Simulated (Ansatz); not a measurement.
Structures of K2Sr: which is lowest?

Plane-wave DFT in Ansatz with scalar-relativistic PAW potentials, cutoff 420 eV, Γ-centred meshes chosen by cell and gap, Gaussian smearing with energies taken to zero width. Every cell was relaxed (cell and atoms) in a run of its own, within the symmetry of its start. Functional: PBE.

Relaxed structures (starts from databases or built by putting these elements on another compound's sites):
A. P4_2/mnm, 6 atoms in the computed cell, a = 11.398 Å, c = 4.316 Å; sites (symmetry × multiplicity) K m.2m × 4, Sr m.mm × 2; start: built
B. I4/mmm, 3 atoms in the computed cell, a = 4.361 Å, c = 20.835 Å; sites (symmetry × multiplicity) K 4mm × 4, Sr 4/mmm × 2; start: built

Question: Rank them by energy. Could pressure change the order?

Answer:
```csv
structure,group,E − E(lowest) (meV/atom),V (Å³/atom),gap on mesh (eV)
B,I4/mmm,0.0,66.05,0.00
A,P4_2/mnm,220,93.46,0.00
```

B is lowest, 220 meV/atom under A. The lowest is also the densest of these, so pressure wouldn't bring one of the others in at first order. Other structures may lie lower than all of these, and vibrations aren't counted.